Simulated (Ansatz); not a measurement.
## Calculated with Ansatz: YNbGe, settings compared

input.yaml:

```yaml
crystal:
  lattice:
    - [4.10643577, 0.0, 0.0]
    - [2.05321738, -5.29221667, 0.0]
    - [0.0, 0.0, -5.84435068]
  atoms:
    - { symbol: "Y", position: [0.3099, 0.3802, 0.75] }
    - { symbol: "Y", position: [0.6901, 0.6198, 0.25] }
    - { symbol: Ge, position: [0.6058, 0.7884, 0.75] }
    - { symbol: Ge, position: [0.3942, 0.2116, 0.25] }
    - { symbol: Nb, position: [0.0, 0.0, 0.0] }
    - { symbol: Nb, position: [0.0, 0.0, 0.5] }
  symmetry: { tolerance: 0.0003 }
kpoints:
  mp_grid: { grid: [5, 5, 3], shift: [0, 0, 0] }
magnetization:
  spin_polarized: false
scf:
  occupations: { method: fermi_dirac }
hamiltonian:
  pseudopotentials: { kind: paw }
  xc: r2scan
basis:
  ecutwfc: 500
output:
  forces: true
  stress: true
  eigenvalues: true
```

Launch command:

```bash
ansatz run input.yaml --threads 1 --pin off --max-ram 2560MiB --backend cpu --events-out ev --progress --plain --runs-dir out
```

Origin of the cell: a known structure type with other elements, at an estimated volume, so it need not be a known compound.

The smearing width isn't typed, so it takes its default of 0.1 eV.

Output of this run (shortened):

```
Warning: crystal.lattice misses the space group found at crystal.symmetry.tolerance 3.0e-4 in a digit that the deck types, which is why this is a warning: making the lattice exact moves one o […]
Pseudopotentials: kind: paw
Pseudopotential: Y, paw, valence charge 11, recommended cutoff 500 eV (meta_gga), Y.paw.azcp
Pseudopotential: Ge, paw, valence charge 14, recommended cutoff 500 eV (meta_gga), Ge.paw.azcp
Pseudopotential: Nb, paw, valence charge 13, recommended cutoff 500 eV (meta_gga), Nb.paw.azcp
Functional definition: r2SCAN
  exchange = r2scan_x(k0 = k0, k1 = k1, a1 = a1)
  correlation = r2scan_c
Crystal: 6 atoms, lattice volume = 127.010 Å³
Basis set: ecut = 500 eV, 3225 PW (Γ), exchange–correlation on 120×180×180 points (64 copies of the dense FFT grid, shifted against one another)
Bands: 46, of which v1, the nominal top of the filled ones, is band 38 counted from 1 (37 counted from 0)
[… 12 lines left out …]
Initial density: superposition of atomic densities (neutral atoms: chi_scale 0, normalization atom), corrected by the library's trained network
Functional: x = r2scan, c = r2scan; τ floored in thin density (d = 2e-4 eV/Å³)
SCF iter   1: F=—  HF=-25455.652575 eV  Δρ=9.22e-3  dr2=1.56e-1  dr2_τ=3.87e-2
SCF iter   2: F=—  HF=-25455.714624 eV  Δρ=4.61e-3  dr2=3.66e-2  dr2_τ=3.20e-3
SCF iter   3: F=—  HF=-25455.710798 eV  Δρ=2.55e-3  dr2=1.22e-2  dr2_τ=2.85e-4
SCF iter   4: F=—  HF=-25455.709828 eV  Δρ=4.46e-4  dr2=1.78e-4  dr2_τ=2.27e-5
SCF iter   5: F=—  HF=-25455.709928 eV  Δρ=2.03e-4  dr2=5.31e-5  dr2_τ=3.46e-6
SCF iter   6: F=—  HF=-25455.709931 eV  Δρ=6.03e-5  dr2=6.88e-6  dr2_τ=2.43e-7
SCF iter   7: F=—  HF=-25455.709935 eV  Δρ=1.58e-5  dr2=3.98e-7  dr2_τ=2.21e-8
SCF iter   8: F=-25455.709935 eV  HF=-25455.709935 eV  Δρ=4.83e-6  dr2=7.05e-8  dr2_τ=2.41e-9
SCF 1 converged in 8 iterations: F = -25455.709935 eV  dr2 = 7.05e-8
SCF converged after 8 iterations
Free energy (F): -25455.709935 eV
Harris-Foulkes:  -25455.709935 eV  (|F-HF|=1.54e-8)
Internal energy: -25455.525401 eV  (E = F + TS)
E sigma→0 (E₀):  -25455.617668 eV
Entropy (-TS):   -0.184534 eV (-30.756 meV/atom)
Fermi energy:    13.184373 eV
--- Per-component energies (eV) ---
  E_band       = -620.472185
  E_kinetic    = 1621.885429
  E_local      = -7376.875783  (includes V_loc(G=0)·N_el)
  E_nonlocal   = 1179.089415
  E_hartree    = 2958.374194
  E_xc         = -815.599760
  E_vxc        = -1055.896377  (∫ρ·V_xc dr)
  E_paw        = -15932.144807  (= ΣΔE_a)
  E_vpaw       = -967.045301  (= ΣTr[D̂ρ^β])
  E_aug_tail   = 0.000044  (compensation charges beyond the density's cutoff)
  E_vtau       = 61.630629  (kinetic-family band-sum trace: ∫τ·v_τ [+ j·A + Jᵃ·Aᵃ] dr)
  E_ewald      = -7087.389833
  E_core_change = -2.864300  (= ΣΔE_core)
  E_smearing   = -0.184534  (= −TS)
  Σ components = -25455.709935   (vs F -25455.709935, Δ=0.00e0)
--- Forces (eV/Å), atoms counted from 1 ---
  atom   1  Y     -0.000000    -0.407539    -0.000000
  atom   2  Y      0.000000     0.407539     0.000000
  atom   3  Ge    -0.000000    -0.205484    -0.000000
  atom   4  Ge     0.000000     0.205484     0.000000
  atom   5  Nb     0.000000     0.000000     0.000000
  atom   6  Nb     0.000000    -0.000000     0.000000
  max |Σ_I F_I| component: 0.0 eV/Å
--- Stress (GPa, compression-positive) ---
       -2.281694       0.000000      -0.000000
        0.000000       3.782560       0.000000
       -0.000000       0.000000      -1.816935
  P = ⅓ Tr σ = -0.1054 GPa (-1.054 kbar)
```

The same input was run again with these changes:

1. `scf.initial_density.chi_scale` default → 0.3; `kpoints.mp_grid.grid` [5, 5, 3] → [8, 8, 4]; `scf.eigensolver.kind` default → davidson; `basis.precision` default → f64
2. `scf.eigensolver.kind` default → davidson
3. `accuracy` default → medium; `kpoints.mp_grid.grid` [5, 5, 3] → [2, 2, 2]
4. `scf.initial_density.chi_scale` default → 0.1

```csv
run,end,SCF iterations,P (GPa),max force component (eV/Å),moment (μB),ΔE(σ→0) (meV/atom)
base,converged,8,-0.11,0.408,–,0
1,converged,10,-0.24,0.335,–,-4.37
2,converged,8,-0.11,0.408,–,0.00
3,converged,9,0.32,0.281,–,23.38
4,converged,10,-0.11,0.408,–,0.00
```

Energies are compared only where functional, datasets, charge and starting cell are the same.

Not properties of the system: run 3 (too coarse or loose: `kpoints.mp_grid.grid` = [2, 2, 2]).

Caveats of the base run: no moments, though an odd count or open d shells may carry them; the k mesh is coarse if the cell is a metal.

The base run ran for 10 s on 1 thread of Intel(R) Xeon(R) Platinum 8488C (Sapphire Rapids), with other jobs on the host, peak memory 0.76 GiB, from the program's own first density.
